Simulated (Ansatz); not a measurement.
GaSe:
```yaml
crystal:
  lattice:
    - [3.71099, 0.00000, 0.00000]
    - [-1.85549, 3.21381, 0.00000]
    - [0.00000, 0.00000, 15.73941]
  atoms:
    - { symbol: Ga, position: [0.33333, 0.66667, 0.17363] }
    - { symbol: Ga, position: [0.66667, 0.33333, 0.67363] }
    - { symbol: Ga, position: [0.66667, 0.33333, 0.82637] }
    - { symbol: Ga, position: [0.33333, 0.66667, 0.32637] }
    - { symbol: Se, position: [0.33333, 0.66667, 0.59974] }
    - { symbol: Se, position: [0.66667, 0.33333, 0.09974] }
    - { symbol: Se, position: [0.66667, 0.33333, 0.40026] }
    - { symbol: Se, position: [0.33333, 0.66667, 0.90026] }
```

Relaxed with LDA. The program Ansatz at the LDA level (PAW) gives a gap of 0.85 eV.

Task: What gap does HSE06 give on the same cell (Ansatz, PAW)?

Result: 1.81 eV, 0.96 eV more. The hybrid was solved on a coarser mesh and at special points; its gap is the smallest among all of these.

```csv
k,v1 LDA,c1 LDA,v1 HSE06,c1 HSE06
Γ,0.00,0.85,0.00,2.02
A,-0.99,1.55,[?],[?]
K,-2.39,1.19,[?],[?]
H,-2.07,1.48,[?],[?]
M,-1.99,0.90,-2.11,1.81
L,-2.33,1.24,[?],[?]
```

Task: Top valence (v1) and lowest conduction level (c1) in eV from each method's valence maximum (which need not be a listed point): supply the withheld HSE06 values.

Result: 
- L, v1 HSE06: -2.44
- L, c1 HSE06: 2.07
- H, v1 HSE06: -2.25
- H, c1 HSE06: 2.18
- K, v1 HSE06: -2.54
- K, c1 HSE06: 1.88
- A, v1 HSE06: -0.90
- A, c1 HSE06: 2.59

Cost on shared cores: the LDA run (SCF on a 9×9×2 mesh, then bands and DOS) around 110 core-seconds (rough), the HSE06 run (SCF on 5×5×1, then a few points) around 7 core-minutes (rough); the tasks are unlike.

Space group P6_3/mmc. The LDA relaxation kept the symmetry of its start. A crystal of weakly bound layers computed without a dispersion correction: the cell and the soft elastic constants depend strongly on that. Spin–orbit coupling is left out wherever it is not named.

Potentials: the later of the program's two PAW sets.
